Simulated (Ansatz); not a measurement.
# Sr$_{2}$VReO$_{6}$: relaxation (Ansatz)

The input file (Ansatz 0.2.0, plane waves):

```yaml
crystal:
  lattice:
    - [0.0, 5.63339468, 0.0]
    - [5.63339468, 0.0, 0.0]
    - [2.81669785, 2.81669785, -4.04203763]
  atoms:
    - { symbol: Re, position: [0.5, 0.5, 0.0] }
    - { symbol: O, position: [0.257, 0.257, 0.486] }
    - { symbol: O, position: [0.743, 0.743, 0.514] }
    - { symbol: O, position: [0.2238, 0.2934, 0.0] }
    - { symbol: O, position: [0.2934, 0.7762, 0.0] }
    - { symbol: O, position: [0.7762, 0.7066, 0.0] }
    - { symbol: O, position: [0.7066, 0.2238, 0.0] }
    - { symbol: Sr, position: [0.75, 0.25, 0.5] }
    - { symbol: Sr, position: [0.25, 0.75, 0.5] }
    - { symbol: V, position: [0.0, 0.0, 0.0] }
  symmetry: { tolerance: 0.0003 }
kpoints:
  mp_grid: { grid: [5, 5, 5], shift: [0, 0, 0] }
magnetization:
  spin_polarized: false
scf:
  occupations: { method: fermi_dirac }
  lower_state_search: "off"
hamiltonian:
  pseudopotentials: { kind: paw }
  xc: r2scan
basis:
  ecutwfc: 500
  fft_grid_basis: typed
relax:
  max_steps: 80
  cell: { p_target: 0.0 }
output:
  forces: true
  stress: true
  eigenvalues: true
  populations: true
  elf: true
  write_potential: true
  volumetric_format: npy
  dos:
    e_range: [-12, 8]
    de: 0.05
    projected: { site_lists: { O: [O], Re: [Re], Sr: [Sr], V: [V] } }
  write_density: true
  bader: false
checkpoint:
  read: saved_state
```

Run with:

```bash
ansatz run input.yaml --threads 2 --pin off --max-ram 3584MiB --backend cpu --events-out ev --progress --plain --runs-dir out
```

Origin of the cell: a known structure type with other elements, at an estimated volume, so it need not be a known compound.

The smearing width isn't typed, so it takes its default of 0.1 eV.

The saved state is a converged single point of the same cell.

Excerpt of the output:

```
Warning: crystal.lattice misses the space group found at crystal.symmetry.tolerance 3.0e-4 in a digit that the deck types, which is why this is a warning: making the lattice exact moves one o […]
Pseudopotentials: kind: paw
Pseudopotential: Re, paw, valence charge 15, recommended cutoff 500 eV (meta_gga), Re.paw.azcp
Pseudopotential: O, paw, valence charge 6, recommended cutoff 500 eV (meta_gga), O.paw.azcp
Pseudopotential: Sr, paw, valence charge 10, recommended cutoff 500 eV (meta_gga), Sr.paw.azcp
Pseudopotential: V, paw, valence charge 13, recommended cutoff 500 eV (meta_gga), V.paw.azcp
Functional definition: r2SCAN
  exchange = r2scan_x(k0 = k0, k1 = k1, a1 = a1)
  correlation = r2scan_c
Crystal: 10 atoms, lattice volume = 128.275 Å³
Basis set: ecut = 500 eV, 3271 PW (Γ), exchange–correlation on 180×180×180 points (64 copies of the dense FFT grid, shifted against one another)
[… 17 lines left out …]
Initial density: read from a saved state, or passed on in memory by an earlier SCF of this step, an earlier step, the calling program or the single point that the run made first
Functional: x = r2scan, c = r2scan; τ floored in thin density (d = 2e-4 eV/Å³)
SCF iter   1: F=-24329.726720 eV  HF=-24329.719874 eV  Δρ=1.17e-3  dr2=8.46e-4  dr2_τ=3.44e-3
SCF iter   2: F=-24329.716702 eV  HF=-24329.727481 eV  Δρ=2.33e-3  dr2=1.21e-2  dr2_τ=7.14e-4  recentre
SCF iter   3: F=-24329.727018 eV  HF=-24329.726721 eV  Δρ=9.38e-4  dr2=6.97e-4  dr2_τ=4.01e-4
SCF iter   4: F=-24329.727514 eV  HF=-24329.727232 eV  Δρ=4.93e-4  dr2=8.91e-5  dr2_τ=1.45e-4
SCF iter   5: F=-24329.727703 eV  HF=-24329.727704 eV  Δρ=1.11e-4  dr2=1.40e-5  dr2_τ=2.17e-6
SCF iter   6: F=-24329.727704 eV  HF=-24329.727706 eV  Δρ=5.14e-5  dr2=4.74e-6  dr2_τ=3.27e-7
SCF iter   7: F=-24329.727705 eV  HF=-24329.727705 eV  Δρ=3.75e-5  dr2=2.40e-6  dr2_τ=2.90e-7
SCF iter   8: F=-24329.727706 eV  HF=-24329.727706 eV  Δρ=1.49e-5  dr2=1.90e-7  dr2_τ=5.46e-8
SCF iter   9: F=-24329.727706 eV  HF=-24329.727706 eV  Δρ=9.27e-6  dr2=1.28e-7  dr2_τ=1.07e-8
SCF iter  10: F=-24329.727706 eV  HF=-24329.727706 eV  Δρ=3.75e-6  dr2=2.10e-8  dr2_τ=1.48e-9
relax step   1: F+E_penalty+E_count = -24329.727706 eV  Δ(F+E_penalty+E_count) = +0.000e0 eV  max|allowed force component| = 1.166e0 eV/Å  Δτ_max = 0.0000 Å  P = -10.780 GPa  Ω = 128.275 Å³ […]
relax step   2: F+E_penalty+E_count = -24330.420689 eV  Δ(F+E_penalty+E_count) = -6.930e-1 eV  max|allowed force component| = 8.866e-1 eV/Å  Δτ_max = 0.0521 Å  P = +0.489 GPa  Ω = 118.354 Å³ […]
relax step   3: F+E_penalty+E_count = -24330.557880 eV  Δ(F+E_penalty+E_count) = -1.372e-1 eV  max|allowed force component| = 1.721e-1 eV/Å  Δτ_max = 0.0705 Å  P = +2.929 GPa  Ω = 116.176 Å³ […]
relax step   4: F+E_penalty+E_count = -24330.614615 eV  Δ(F+E_penalty+E_count) = -5.674e-2 eV  max|allowed force component| = 6.262e-2 eV/Å  Δτ_max = 0.1725 Å  P = -1.492 GPa  Ω = 118.756 Å³ […]
relax step   5: F+E_penalty+E_count = -24330.619648 eV  Δ(F+E_penalty+E_count) = -5.033e-3 eV  max|allowed force component| = 3.339e-3 eV/Å  Δτ_max = 0.0184 Å  P = +0.001 GPa  Ω = 117.919 Å³ […]
relax step   6: F+E_penalty+E_count = -24330.614121 eV  Δ(F+E_penalty+E_count) = +5.528e-3 eV  max|allowed force component| = 3.453e-3 eV/Å  Δτ_max = 0.0000 Å  P = +0.028 GPa  Ω = 117.919 Å³  stress off target by 4.70e-2 GPa […]
SCF 6 converged in 9 iterations: F = -24330.614121 eV  dr2 = 2.99e-11
basis re-selected at this cell: Δ(F+E_penalty+E_count) = +5.528e-3 eV, ΔP = +0.027 GPa vs the last step (what re-selecting the basis moved, of the pressure what is left beyond the Pulay corre […]
SCF converged after 9 iterations
Free energy (F): -24330.614121 eV
Harris-Foulkes:  -24330.614121 eV  (|F-HF|=1.46e-11)
Internal energy: -24330.454368 eV  (E = F + TS)
E sigma→0 (E₀):  -24330.534244 eV
Entropy (-TS):   -0.159752 eV (-15.975 meV/atom)
Fermi energy:    13.766050 eV
--- Per-component energies (eV) ---
  E_band       = -501.542599
  E_kinetic    = 2434.168924
  E_local      = -5384.310739  (includes V_loc(G=0)·N_el)
  E_nonlocal   = 687.582894
  E_hartree    = 1918.620252
  E_xc         = -1285.265103
  E_vxc        = -1518.709780  (∫ρ·V_xc dr)
  E_paw        = -16199.030328  (= ΣΔE_a)
  E_vpaw       = -646.402691  (= ΣTr[D̂ρ^β])
  E_aug_tail   = 0.006447  (compensation charges beyond the density's cutoff)
  E_vtau       = 88.881789  (kinetic-family band-sum trace: ∫τ·v_τ [+ j·A + Jᵃ·Aᵃ] dr)
  E_ewald      = -6501.006344
  E_core_change = -1.220370  (= ΣΔE_core)
  E_smearing   = -0.159752  (= −TS)
  Σ components = -24330.614121   (vs F -24330.614121, Δ=0.00e0)
--- Forces (eV/Å), atoms counted from 1 ---
  atom   1  Re     0.000000    -0.000000     0.000000
  atom   2  O      0.000000     0.000000    -0.002945
  atom   3  O     -0.000000    -0.000000     0.002945
  atom   4  O     -0.003453     0.000058    -0.000000
  atom   5  O     -0.000058    -0.003453    -0.000000
  atom   6  O      0.003453    -0.000058     0.000000
  atom   7  O      0.000058     0.003453     0.000000
  atom   8  Sr     0.000000     0.000000     0.000000
  atom   9  Sr    -0.000000    -0.000000    -0.000000
  atom  10  V      0.000000     0.000000     0.000000
  max |Σ_I F_I| component: 3.04e-18 eV/Å
--- Stress (GPa, compression-positive) ---
        0.046986       0.000000       0.000000
       -0.000000       0.046986       0.000000
        0.000000       0.000000      -0.010627
  P = ⅓ Tr σ = 0.0278 GPa (0.278 kbar)
--- Relaxed structure (5 steps of the walk, 5 accepted, 1 SCFs on fresh bases) ---
  F+E_penalty+E_count = -24330.614121 eV   max|allowed force component| = 3.453e-3 eV/Å   (the final SCF, on the basis selected at the relaxed cell)
  cell:  # Å, volume = 117.9186 Å³
    - [-1.096e-14, 5.503664, 3.472e-7]
    - [5.503664, -1.096e-14, 3.472e-7]
    - [2.751832, 2.751832, -3.892946]
  atoms:
    - { symbol: Re, position: [0.5, 0.5, 0.0] }
    - { symbol: O, position: [0.247819, 0.247819, 0.504362] }
    - { symbol: O, position: [0.752181, 0.752181, 0.495638] }
    - { symbol: O, position: [0.247125, 0.248477, 4.464e-18] }
    - { symbol: O, position: [0.248477, 0.752875, 1.114e-17] }
    - { symbol: O, position: [0.752875, 0.751523, -4.464e-18] }
    - { symbol: O, position: [0.751523, 0.247125, -1.114e-17] }
    - { symbol: Sr, position: [0.75, 0.25, 0.5] }
    - { symbol: Sr, position: [0.25, 0.75, 0.5] }
    - { symbol: V, position: [1.231e-19, 0.0, 0.0] }
--- Löwdin populations: 10 sites ---
  site symbol       q [e]
     0     Re     13.6190
     1      O      6.8928
     2      O      6.8928
     3      O      6.8921
     4      O      6.8921
     5      O      6.8921
     6      O      6.8921
     7     Sr      8.2545
     8     Sr      8.2545
     9      V     11.8505
  spilling = 0.007948 (of n_electrons = 84.000000)
```

Before:

Space group I4/m (No. 87); the run's cell has a = 5.633 Å, b = 5.633 Å, c = 5.675 Å, α = 60.24°, β = 60.24°, γ = 90.00°. Shortest distances: O–Re 1.94 Å, O–V 2.08 Å, O–Sr 2.65 Å, O–O 2.75 Å, Re–Sr 3.47 Å, Sr–V 3.47 Å.

After:

Space group I4/m (No. 87); the run's cell has a = 5.504 Å, b = 5.504 Å, c = 5.505 Å, α = 60.01°, β = 60.01°, γ = 90.00°. Shortest distances: O–V 1.93 Å, O–Re 1.96 Å, O–O 2.73 Å, O–Sr 2.75 Å, Re–Sr 3.37 Å, Sr–V 3.37 Å.

```
Free energy lowered by  : 88.6 meV/atom
Volume change           : -8.07 %
Final pressure          : 0.03 GPa
Relaxation steps listed : 6
Gap on the mesh         : none (metal)
```

Caveats: no spin polarisation, so a magnetic state may lie lower; no spin-orbit coupling, though heavy elements are present; the k mesh is coarse if the cell is a metal; the relaxation held the start's symmetry, so the end may be a saddle point.

The run took 83 s of wall time on 2 CPU thread(s) of a shared host, from a saved density.
